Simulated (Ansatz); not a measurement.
Property card for two-dimensional HfS2

HfS2:
```yaml
crystal:
  lattice:
    - [3.65149, 0.00000, 0.00000]
    - [-1.82575, 3.16229, 0.00000]
    - [0.00000, 0.00000, 32.00000]
  atoms:
    - { symbol: Hf, position: [0.00000, 0.00000, 0.50000] }
    - { symbol: S, position: [0.33333, 0.66667, 0.45480] }
    - { symbol: S, position: [0.66667, 0.33333, 0.54520] }
```
The layer is periodic in x and y and isolated along z.

Method: the program Ansatz at the PBE level (PAW). Lattice and atoms are relaxed at this level; other levels are named.

### Structure

```
Quantity                                     Value
-------------------------------------  -----------
In-plane lattice                       a = 3.651 Å
Distance between the outermost nuclei       2.89 Å
```

### Electronic structure

```
Quantity                                                                                         Value
--------------------------------------------------------------------  --------------------------------
Band gap                                                                            1.31 eV (indirect)
Valence-band maximum                                                                              at Γ
Conduction-band minimum                                                                           at M
Ionisation potential (Kohn–Sham)                                                               6.41 eV
Electron affinity (Kohn–Sham)                                                                  5.10 eV
Electron effective mass, in the valley at M                             0.24 along x, 2.4 along y (mₑ)
Hole effective mass, in the valley at Γ                               band 1: 0.46 mₑ; band 2: 0.18 mₑ
Electron effective mass with spin–orbit coupling, in the valley at M    0.24 along x, 2.4 along y (mₑ)
Hole effective mass with spin–orbit coupling, in the valley at Γ                               0.25 mₑ
Gap with spin–orbit coupling                                                                   1.24 eV
```

Space group P-3m1 (1T). A layer that has been made, often on a substrate. The cell was relaxed with PBE under the symmetry of its start; its stability against distortions is not shown here. No spin polarisation was allowed. Spin–orbit coupling is left out wherever it is not named.

Potentials: the later of the program's two PAW sets.
